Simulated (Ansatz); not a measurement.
The relaxed structure here is a generated cell of HfSiO4: the first start was made by a random draw of sites in a space group, and the end was not matched to a known phase here, so it may be hypothetical.

One stationary structure of HfSiO4. Space group Amm2 (No. 38). These are PBE (plane waves to 420 eV, PAW, scalar-relativistic; Ansatz, a program for electronic structure) values and carry that method's errors.

```xyz
6
Lattice="3.6609 0.0000 0.0000 0.0000 3.4683 4.4069 0.0000 -3.4683 4.4069" Properties=species:S:1:pos:R:3 pbc="T T T"
Hf     1.8304     0.0000     6.8415
O      1.8304     1.3650     2.4835
O      1.8304    -1.3650     2.4835
O      1.8304     0.0000     4.8285
O      0.0000     0.0000     7.5864
Si     1.8304     0.0000     3.2460
```

For HfSiO4, the volume per atom is 18.65 Å³. The band gap is 2.87 eV, direct at Γ (no spin-orbit coupling). The shortest distances comes out as O–Si 1.56 Å; Hf–O 1.98 Å; O–O 2.71 Å; Hf–Si 3.56 Å and the k-mesh is 9×6×6.

Band energies at high-symmetry points (eV from the VBM; labels of this space group; no spin-orbit coupling), from −5 eV up to 6.8 eV:

| point | energies |
|---|---|
| Γ | -4.92 -4.05 -2.77 -2.50 -2.16 -2.04 -1.56 -1.51 -1.12 -0.83 0.00 2.87 5.65 5.84 6.62 |
| Y | -3.49 -2.84 -2.39 -2.28 -1.81 -1.75 -1.57 -1.53 -1.45 -0.09 3.36 5.84 6.15 |
| C0 | -3.66 -2.85 -2.63 -2.17 -1.93 -1.75 -1.51 -1.39 -1.35 -0.18 3.45 5.66 6.08 |
| Σ0 | -3.66 -2.85 -2.63 -2.17 -1.93 -1.75 -1.51 -1.39 -1.35 -0.18 3.45 5.66 6.08 |
| Z | -4.88 -3.94 -3.87 -2.83 -2.68 -2.27 -2.11 -1.77 -0.57 -0.44 -0.27 4.24 5.42 5.58 6.07 |
| A0 | -4.97 -3.79 -3.59 -2.77 -2.65 -2.42 -2.37 -1.92 -1.33 -0.38 -0.34 4.50 5.73 5.84 5.88 |
| E0 | -4.97 -3.79 -3.59 -2.77 -2.65 -2.42 -2.37 -1.92 -1.33 -0.38 -0.34 4.50 5.73 5.84 5.88 |
| T | -3.66 -3.42 -2.88 -2.63 -2.49 -2.26 -2.00 -1.39 -0.35 -0.25 4.60 5.70 5.90 5.90 |

No spin polarisation in the result.

The run could not lose the symmetry of its start: the end is stationary, and may be a saddle point rather than a minimum.
